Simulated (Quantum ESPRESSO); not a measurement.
## Calculated data, Al3PSe3 (made-up cell, one site empty), CaMgZn2O4 (made-up cell)

Computed with Quantum ESPRESSO 7.5. Calculation on a made-up crystal cell, not a measurement: periodic Kohn-Sham density functional theory in plane waves with PseudoDojo standard norm-conserving scalar-relativistic pseudopotentials, each functional with its own files (v0.5 for PBE, v0.4.1 for LDA and PBEsol), no spin polarisation, no spin-orbit coupling, atoms not relaxed, stress positive in tension, energies less a fixed whole-eV offset for each atom's element; levels are Kohn-Sham levels at fractions of this cell's reciprocal vectors, counted from the reference band (half the neutral cell's valence electrons, rounded up) at Gamma; error bars cover cutoff and k-mesh only, not smearing or the files; each bar is the largest change over components, and at least 0.002 eV, 0.002 eV per angstrom or 0.02 GPa; added strain carries the atoms with the cell, and shear is the tensor component; energies are for the whole cell, and the offsets were chosen from early runs and are not element reference energies; machines and their load varied, so run times do not measure scaling.

Common to all runs: functional pbe; fermi dirac smearing 0.025 eV; scf tolerance 1e-07 eV; electrons removed 0; run command pw.x -nk 1 -in in; run processor AMD EPYC, Zen 5 class, virtual cores; k mesh 4 x 4 x 4, shifted by half a step.

(1) 
```xyz
7
Lattice="5.7535 -0.0718 0.0365 -0.0718 5.6774 -0.0155 0.0365 -0.0155 5.6897" Properties=species:S:1:pos:R:3 formula=Al3PSe3 lattice_type=zincblende/diamond empty_site=3 cutoff=1170 free_energy_less_offsets=1.799 scf_iterations=10 smearing_term_minus_ts=0 pressure=-3.393 stress_xx=3.315 stress_yy=3.329 stress_zz=3.535 stress_yz=1.041 stress_xz=-0.6934 stress_xy=-0.7036 reference_band=31 error_bar_energy=0.002657 error_bar_stress=0.02 error_bar_force=0.002 error_bar_next_band_up=0.002 error_bars_from=tighter_rerun_of_this_cell wall_time_of_scf_and_band_steps_on_a_shared_machine=615
Al     0.0075     0.0784     0.0121
Al    -0.0333     2.8152     2.7898
Al     2.7744     2.7285    -0.0227
P      1.4195     1.3533     1.3871
Se     1.3438     4.2133     4.2071
Se     4.3373     1.2959     4.2262
Se     4.3155     4.2208     1.4849
```

Units: cutoff, free_energy_less_offsets, smearing_term_minus_ts, error_bar_energy, error_bar_next_band_up in eV; pressure, stress_xx, stress_yy, stress_zz, stress_yz, stress_xz, stress_xy, error_bar_stress in GPa; error_bar_force in eV/Å; wall_time_of_scf_and_band_steps_on_a_shared_machine in s.

Atoms:
| atoms element | atom site | atom energy offset (eV) |
| --- | --- | --- |
| Al | 1 | -64 |
| Al | 2 | -64 |
| Al | 4 | -64 |
| P | 5 | -189 |
| Se | 6 | -3300 |
| Se | 7 | -3300 |
| Se | 8 | -3300 |

Forces:
| site | x (eV/Å) | y (eV/Å) | z (eV/Å) |
| --- | --- | --- | --- |
| 1 | 0.5408 | 0.04662 | 0.2709 |
| 2 | 0.839 | -0.7413 | -0.8318 |
| 4 | -0.2955 | -0.132 | 0.5259 |
| 5 | 0.04852 | 0.334 | 0.3943 |
| 6 | 0.4813 | 0.4395 | 0.1047 |
| 7 | -0.7373 | -0.006035 | -0.05228 |
| 8 | -0.8768 | 0.0593 | -0.4118 |

Levels:
| level k point | next band up (eV) |
| --- | --- |
| Gamma | 0.7004 |
| (1/2,1/2,1/2) | 1.089 |
| (0.15,0,0) | 1.175 |
| (0,0.15,0) | 1.175 |
| (0,0,0.15) | 1.171 |

(2) 
```xyz
8
Lattice="4.4557 0.0000 0.0000 0.0000 4.4557 0.0000 0.0000 0.0000 4.4557" Properties=species:S:1:pos:R:3 formula=CaMgZn2O4 lattice_type=rocksalt cutoff=1143 free_energy_less_offsets=1.074 scf_iterations=12 smearing_term_minus_ts=0 pressure=3.043 stress_xx=-3.263 stress_yy=-1.536 stress_zz=-4.329 stress_yz=0.06905 stress_xz=-0.3184 stress_xy=0.5088 error_bar_energy=0.002 error_bar_stress=0.03512 error_bar_force=0.007316 error_bars_from=tighter_rerun_of_this_cell wall_time_of_scf_and_band_steps_on_a_shared_machine=215.8
Zn    -0.0313     0.0538    -0.0991
Zn    -0.0176     2.2778     2.2203
Ca     2.2866    -0.1066     2.3052
Mg     2.2401     2.2082    -0.0747
O      2.2166    -0.1059    -0.0524
O      2.4365     2.1844     2.1778
O      4.5323     0.0691     2.2970
O      4.4032     2.3250    -0.1002
```

Units: cutoff, free_energy_less_offsets, smearing_term_minus_ts, error_bar_energy in eV; pressure, stress_xx, stress_yy, stress_zz, stress_yz, stress_xz, stress_xy, error_bar_stress in GPa; error_bar_force in eV/Å; wall_time_of_scf_and_band_steps_on_a_shared_machine in s.

Atoms:
| atoms element | atom site | atom energy offset (eV) |
| --- | --- | --- |
| Zn | 1 | -5687 |
| Zn | 2 | -5687 |
| Ca | 3 | -1055 |
| Mg | 4 | -1617 |
| O | 5 | -452 |
| O | 6 | -452 |
| O | 7 | -452 |
| O | 8 | -452 |

Forces:
| site | x (eV/Å) | y (eV/Å) | z (eV/Å) |
| --- | --- | --- | --- |
| 1 | 0.2292 | -0.1342 | 0.4529 |
| 2 | 0.2556 | -0.3039 | -0.239 |
| 3 | -0.109 | 0.989 | -1.998 |
| 4 | 0.02448 | -0.04607 | 0.4913 |
| 5 | 0.04765 | 0.5433 | 1.409 |
| 6 | -0.949 | -0.4452 | -0.05161 |
| 7 | -0.14 | -0.08089 | -0.4665 |
| 8 | 0.6411 | -0.522 | 0.4026 |
